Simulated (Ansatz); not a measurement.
Data:

Starting cell, TaAs (NbAs type, space group I4_1md):

```
TaAs
1.0
   -1.73159     1.73159     5.86738
    1.73159    -1.73159     5.86738
    1.73159     1.73159    -5.86738
Ta As
2 2
Direct
  0.99912   0.99912   0.00000
  0.74912   0.24912   0.50000
  0.41688   0.41688   0.00000
  0.16688   0.66688   0.50000
```

In this cell atom 4 (As, nearest neighbour Ta at 2.622 Å; its periodic images, 3.5 Å or more away, move with it) is moved by s along Cartesian [110], unit vector (0.707, 0.707, 0.000); all other atoms and the cell stay fixed.

Level of theory: PBE (plane waves to 420 eV, PAW, scalar-relativistic; Ansatz, a program for electronic structure). k mesh 15×15×15 (Γ-centred), Fermi-Dirac smearing 0.05 eV. The energy includes the smearing's −TS. With partly filled bands, energies and forces of such displacements shift with the k mesh and the smearing. At this level the bands of TaAs touch or barely overlap. Spin-orbit coupling is left out, though Ta is heavy. TaAs is run without spin polarisation. TaAs was relaxed with its symmetry unable to fall. The PAW data are Ansatz's earlier set. The zero of ΔE is the undisplaced structure.

The scan covers s from -0.260 to 0.260 Å in 11 points.

Task: Is this a single well or a double well?

Result: A single well with its minimum at or next to zero displacement.

Task: Is the energy the same for equal positive and negative displacements?

Result: Even: the same for both signs. With its periodic images moving along, the atom's site symmetry in this cell is mm2.

Task: What is the force constant k = d²E/ds² of this move at s = 0?

Result: 11.9 eV/Å².

(A displaced cell: forces are minus the slopes of the energy, force constants its curvatures, and phonons follow from these.)
